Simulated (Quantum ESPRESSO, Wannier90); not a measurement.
Wannierisation of MoS₂ (R3m)

```xyz
3
Lattice="-1.5921 2.7577 0.0000 -3.1843 0.0000 0.0000 -1.5921 0.9192 6.4821" Properties=species:S:1:pos:R:3 pbc="T T T"
Mo     0.0000     0.0000    -0.0043
S      1.5921    -0.9192     1.5480
S      1.5921    -0.9192    -1.5563
```

Cell from Materials Project (mp-1434), symmetrised, no further relaxation. COD (Crystallography Open Database) has the formula in 3 space groups, this one among them (matched by group alone). Computed values, not measurements, from PBEsol: Quantum ESPRESSO (norm-conserving PseudoDojo potentials, cutoff 64 Ry, no spin polarisation, no spin-orbit coupling) on a Γ-centred 8×8×8 mesh, then Wannier90. Density: 12×12×12 mesh, cold smearing 0.01 Ry. The cell is built of weakly bound layers, chains or molecules, whose nearest atoms lie 3.85 Å apart. Database cells relaxed without dispersion often hold them too far apart, which can enlarge gaps and weakens couplings between them; spacing and stacking were not compared with the measured crystal.

Functional, cutoff and mesh named above are those of the base row (8×8×8); the first column says what each row takes instead. Model: 11 functions from bands 7-27, start hydrogen-like Mo: d; S: p, centres 0.05 Å off the atoms, frozen window tied to the conduction edge or Fermi level of each row, as listed, which moves Ω_I and hoppings a little by itself. Energies are relative to the valence-band maximum; the misfit is to pw.x on a path, for states up to 2.1 eV relative to the valence-band maximum. Only the mesh of Bloch states changes. The disentangled Ω_I can sit in another minimum from row to row.

| mesh | frozen to (eV) | Ω_I (Å²) | rms misfit (meV) | k-points (cost) | rough cost of nscf and overlaps (first row = 1) |
|---|---|---|---|---|---|
| 3×3×3 | 2.57 | 14.01 | 122 | 27 | 1.0 |
| 4×4×4 | 2.57 | 15.23 | 30 | 64 | 1.8 |
| 5×5×5 | 2.57 | 15.80 | 24 | 125 | 4 |
| 7×7×7 | 2.57 | 16.67 | 4.6 | 343 | 9 |
| 8×8×8 | 2.57 | (withheld) | 2.7 | 512 | 13 |
| 10×10×10 | 2.57 | 17.07 | 1.2 | 1000 | 25 |

Q: What belongs in the gaps?

A: 
- 8×8×8, Ω_I (Å²): 16.84
